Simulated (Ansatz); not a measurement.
**Property card for Rh**

Rh:
```
CELL_PARAMETERS angstrom
      2.68929     0.00000     0.00000
     -1.34465     2.32899     0.00000
      0.00000     0.00000     8.77444
ATOMIC_POSITIONS crystal
  Rh 0.00000 0.00000 0.00000
  Rh 0.00000 0.00000 0.50000
  Rh 0.33333 0.66667 0.25000
  Rh 0.66667 0.33333 0.75000
```

Space group P6_3/mmc (No. 194), dhcp (α-La type); conventional cell a = 2.6893 Å, b = 2.6893 Å, c = 8.7744 Å, α = 90.00°, β = 90.00°, γ = 120.00°.

Method: r²SCAN (plane waves, PAW; program Ansatz). The cell and atoms are relaxed at this level. Other levels are named where they apply.

**Cell and energy**

| Quantity | Result |
|---|---|
| Volume per atom | 13.74 Å³ |
| Density | 12.44 g/cm³ |

**Electronic structure**

| Quantity | Value |
|---|---|
| Electronic character | metallic (no gap) |
| Density of states at the Fermi level | 1.4 states/eV per atom (mean over ±0.08 eV) |
| Gap with spin–orbit coupling | none (metallic) |

**Mechanics**

| Item | Result |
|---|---|
| Bulk modulus (Birch–Murnaghan fit) | 280 GPa |
| Pressure derivative B′ | 5.2 |
| Elastic constants (relaxed ions, GPa) | C11 = 492, C12 = 180, C13 = 167, C33 = 511, C44 = 115 |
| Mechanical stability | stable (all eigenvalues of C positive) |
| Hill bulk and shear moduli | 281 and 141 GPa |
| Young's modulus | 361 GPa |
| Poisson's ratio | 0.29 |
| Debye temperature from the elastic constants | 466 K |

**Phonons**

| Quantity | Value |
|---|---|
| Highest zone-centre frequency | 244 cm⁻¹ |
| Zone-centre stability | no imaginary mode at Γ |

The first step of the workflow began from a Materials Project structure, measured or hypothetical; the Crystallography Open Database copy checked does not list it. It is not the phase usual at ambient conditions (space group No. 225). The cell was relaxed with r²SCAN under the symmetry of its start. No spin polarisation was allowed. As this level gives no gap, shear constants depend on the k-mesh and smearing (Fermi–Dirac, 0.1 eV here). As this level gives no gap, phonon frequencies hold no LO–TO term and depend on the k-mesh and smearing (Fermi–Dirac, 0.1 eV here). Axis ratios of metals converge slowly with the k-mesh, so a and c are less sure than the volume. On the denser mesh and wider smearing of the elastic run this cell carries a stress of 0.4 GPa. Scalar-relativistic: spin–orbit coupling is off unless named, which matters more the heavier the elements.

Potentials: the later of the program's two PAW sets.
